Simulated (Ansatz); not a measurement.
Level of theory: Ansatz 0.2.0, DFT PBE, scalar-relativistic, plane waves, PAW. All cells share a 420 eV cutoff and Γ-centred k meshes spaced about 0.3 Å⁻¹ or finer (0.25 for metals, 2π included). No spin polarisation in the final relaxations.

Temperature and zero-point effects are left out. All come from trial cells, and lower structures may exist.

Question: These unrelaxed guesses for Hf4F3 are each relaxed within their symmetry. Order them by the energy at which they end, lowest first.
1.

```
Hf F
1.0
     4.99004    0.00000    0.00000
     0.00000    4.99004    0.00000
     0.00000    0.00000    4.99004
Hf F
4 3
Direct
  0.28429 0.71571 0.28429
  0.71571 0.28429 0.28429
  0.28429 0.28429 0.71571
  0.71571 0.71571 0.71571
  0.00000 0.00000 0.50000
  0.50000 0.00000 0.00000
  0.00000 0.50000 0.00000
```

2.

```
Hf F
1.0
     3.20000    0.00000    0.00000
    -1.60000    2.77128    0.00000
     0.00000    0.00000   12.15000
Hf F
4 3
Direct
  0.66667 0.33333 0.89000
  0.33333 0.66667 0.11000
  0.66667 0.33333 0.31000
  0.33333 0.66667 0.69000
  0.00000 0.00000 0.00000
  0.33333 0.66667 0.41000
  0.66667 0.33333 0.59000
```

Answer: 2 (ends in P-3m1, 0 meV/atom), 1 (ends in P-43m, 152 meV/atom).

These runs have no spin–orbit coupling, which can matter for Hf. In P-3m1, P-43m an odd number of electrons in the primitive cell allows no gap without spin; a larger cell or a magnetic state could open one. A magnetic state wasn't ruled out in cells without spin, among them P-3m1, P-43m. With atoms moved at random, P-3m1 (by 84 meV/atom) fell into a lower structure. Without a clear test, and held by symmetry: P-43m. Some types were kept out of the candidates beforehand, so the set may lack a known form.
